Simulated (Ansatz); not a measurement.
Relaxed-ion elastic tensor of HfRh (CsCl type, Pm-3m) in GPa (Voigt order), PBEsol in the plane-wave PAW code Ansatz; density 13.84 g/cm³, 16.88 Å³ per atom.

```
 200   190   190   0.0   0.0   0.0
 190   200   190   0.0   0.0   0.0
 190   190   200   0.0   0.0   0.0
 0.0   0.0   0.0  60.1   0.0   0.0
 0.0   0.0   0.0   0.0  60.1   0.0
 0.0   0.0   0.0   0.0   0.0  60.1
```

Task: Is the crystal mechanically stable?

Result: Yes: the smallest eigenvalue of C is 10.2 GPa.

Task: Work out the Voigt and Reuss bounds. Is their mean of use?

Result: K_V = 193, K_R = 193; G_V = 38.1, G_R = 11.3 GPa. The bounds lie so far apart that a Hill average or a Debye temperature from it would say little.

The workflow started from an entry of the Crystallography Open Database (COD). Whether it is the stable phase at ambient conditions was not checked. The cell was relaxed with PBEsol under the symmetry of its start; whether a distortion lowers the energy is not shown. The run is not spin-polarised. As this level gives no gap, shear constants depend on the k-mesh and smearing (Fermi–Dirac, 0.1 eV here). Scalar-relativistic: spin–orbit coupling is off unless named, which matters more the heavier the elements.

Potentials: the later of the program's two PAW sets.
